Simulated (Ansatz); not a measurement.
input.yaml (Ansatz)

```yaml
crystal:
  lattice:
    - [0.0, 2.6527385423, 2.6527385423]
    - [2.6527385423, 0.0, 2.6527385423]
    - [2.6527385423, 2.6527385423, 0.0]
  atoms:
    - { symbol: V, position: [0.125, 0.125, 0.125] }
    - { symbol: V, position: [0.875, 0.875, 0.875] }
hamiltonian:
  xc: r2scan
  pseudopotentials:
    kind: paw
    azcp:
      V: "pseudopotentials/V.paw.azcp"
basis:
  ecutwfc: 500
  fft_grid_basis: typed
kpoints:
  mp_grid: { grid: [12, 12, 12], shift: [0, 0, 0] }
magnetization:
  spin_polarized: false
scf:
  occupations: { method: fermi_dirac, width: 0.1 }
  lower_state_search: "off"
output:
  stress: true
```

Output

```
Engine: ansatz 0.2.0, x86_64-unknown-linux-gnu
Pseudopotentials: kind: paw
Pseudopotential: V, paw, valence charge 13, recommended cutoff 500 eV (meta_gga) 
Functional definition: r2SCAN
  parameter k0 = 0.174
  parameter k1 = 0.065
  parameter a1 = 4.9479
  exchange = r2scan_x(k0 = k0, k1 = k1, a1 = a1)
  correlation = r2scan_c
Crystal: 2 atoms, lattice volume = 37.335 Å³
Basis set: ecut = 500 eV, 941 PW (Γ), exchange–correlation on 120×120×120 points (64 copies of the dense FFT grid, shifted against one another)
Bands: 17, of which v1, the nominal top of the filled ones, is band 13 counted from 1 (12 counted from 0)
Symmetry: 48 space group operations
Space group: Fd-3m (ITA 227), of the structure as read, at distance tolerance 3.3e-5 Å
k-points: 72 of 1728
Non-local potential: V, projectors of the file, l = 0: 3, l = 1: 2, l = 2: 3, l = 3: 1
PAW form: soft (Blöchl's): semilocal exchange-correlation on the pseudo side does not see the compensation charge
PAW frozen core: V, regenerated for the run's functional (the file was generated under x = pbe(κ = 0.804, μ = 0.2195149727645171), c = pbe(β = 0.06672455060314922))
PAW one-centre angular grid: V, 590 points (default); XC on 160 Gauss nodes
Initial density: superposition of atomic densities (neutral atoms: chi_scale 0, normalization atom), corrected by the library's trained network
Initial wavefunctions: pseudopotential atomic-orbital guess
Functional: x = r2scan, c = r2scan; τ floored in thin density (d = 2e-4 eV/Å³)
SCF iter   1: F=-5828.934203 eV  HF=-5828.872255 eV  |F-HF|=6.19e-2  |Δ(HF+E_count)|=         —  Δρ=1.46e-2  dr2=7.23e-2  dr2_τ=4.48e-2  ethr=1.77e-3  ⟨swp⟩=3.2  Hψ=5164  notcnv=0
SCF iter   2: F=-5828.990119 eV  HF=-5828.978921 eV  |F-HF|=1.12e-2  |Δ(HF+E_count)|=   1.07e-1  Δρ=5.95e-3  dr2=8.03e-3  dr2_τ=9.80e-4  ethr=2.78e-4  ⟨swp⟩=2.7  Hψ=3076  notcnv=0
SCF iter   3: F=-5828.992157 eV  HF=-5828.986981 eV  |F-HF|=5.18e-3  |Δ(HF+E_count)|=   8.06e-3  Δρ=3.72e-3  dr2=3.66e-3  dr2_τ=2.93e-4  ethr=3.09e-5  ⟨swp⟩=2.0  Hψ=2158  notcnv=0
SCF iter   4: F=-5828.993289 eV  HF=-5828.992925 eV  |F-HF|=3.64e-4  |Δ(HF+E_count)|=   5.94e-3  Δρ=9.02e-4  dr2=5.09e-4  dr2_τ=4.72e-6  ethr=1.41e-5  ⟨swp⟩=2.0  Hψ=2158  notcnv=0
SCF iter   5: F=-5828.993534 eV  HF=-5828.993495 eV  |F-HF|=3.99e-5  |Δ(HF+E_count)|=   5.69e-4  Δρ=4.28e-4  dr2=1.13e-4  dr2_τ=1.54e-6  ethr=1.96e-6  ⟨swp⟩=2.0  Hψ=1908  notcnv=0
SCF iter   6: F=-5828.993623 eV  HF=-5828.993616 eV  |F-HF|=6.15e-6  |Δ(HF+E_count)|=   1.22e-4  Δρ=1.23e-4  dr2=2.51e-6  dr2_τ=2.97e-7  ethr=4.35e-7  ⟨swp⟩=2.0  Hψ=1973  notcnv=0
SCF iter   7: F=-5828.993630 eV  HF=-5828.993630 eV  |F-HF|=4.82e-7  |Δ(HF+E_count)|=   1.35e-5  Δρ=4.38e-5  dr2=4.40e-7  dr2_τ=1.99e-8  ethr=9.64e-9  ⟨swp⟩=3.0  Hψ=2497  notcnv=0
SCF iter   8: F=-5828.993631 eV  HF=-5828.993631 eV  |F-HF|=3.07e-8  |Δ(HF+E_count)|=   9.40e-7  Δρ=1.18e-5  dr2=3.13e-8  dr2_τ=1.21e-9  ethr=3.85e-10  ⟨swp⟩=4.4  Hψ=3966  notcnv=0
SCF 1 converged in 8 iterations: F = -5828.993631 eV  dr2 = 3.13e-8
SCF converged after 8 iterations
Free energy (F): -5828.993631 eV
Harris-Foulkes:  -5828.993631 eV  (|F-HF|=3.07e-8)
Internal energy: -5828.830071 eV  (E = F + TS)
E sigma→0 (E₀):  -5828.911851 eV
Entropy (-TS):   -0.163560 eV (-81.780 meV/atom)
Fermi energy:    11.106657 eV
--- Per-component energies (eV) ---
  E_band       = -453.124829
  E_kinetic    = 673.864763
  E_local      = -2620.403486  (includes V_loc(G=0)·N_el)
  E_nonlocal   = -77.611521
  E_hartree    = 1165.965401
  E_xc         = -248.696089
  E_vxc        = -363.167714  (∫ρ·V_xc dr)
  E_paw        = -2250.577199  (= ΣΔE_a)
  E_vpaw       = -422.857002  (= ΣTr[D̂ρ^β])
  E_aug_tail   = 0.000371  (compensation charges beyond the density's cutoff)
  E_vtau       = 25.127367  (kinetic-family band-sum trace: ∫τ·v_τ [+ j·A + Jᵃ·Aᵃ] dr)
  E_ewald      = -2470.840749
  E_core_change = -0.531562  (= ΣΔE_core)
  E_smearing   = -0.163560  (= −TS)
  E_closure    = -0.000000  (closes the sum)
  Σ components = -5828.993631   (vs F -5828.993631, Δ=0.00e0)
--- Stress (GPa, compression-positive) ---
       -2.255242       0.000000       0.000000
        0.000000      -2.255242       0.000000
        0.000000       0.000000      -2.255242
  P = ⅓ Tr σ = -2.2552 GPa (-22.552 kbar)
```

Launched by

```sh
ansatz run input.yaml --threads 1 --pin off --max-ram 3584MiB --backend cpu --events-out ev --progress --plain --runs-dir out
```

On 1 thread of Intel(R) Xeon(R) Platinum 8259CL CPU @ 2.50GHz (Skylake/Cascade Lake) (shared host) this took about 10 s of wall time and 10 s of CPU time.
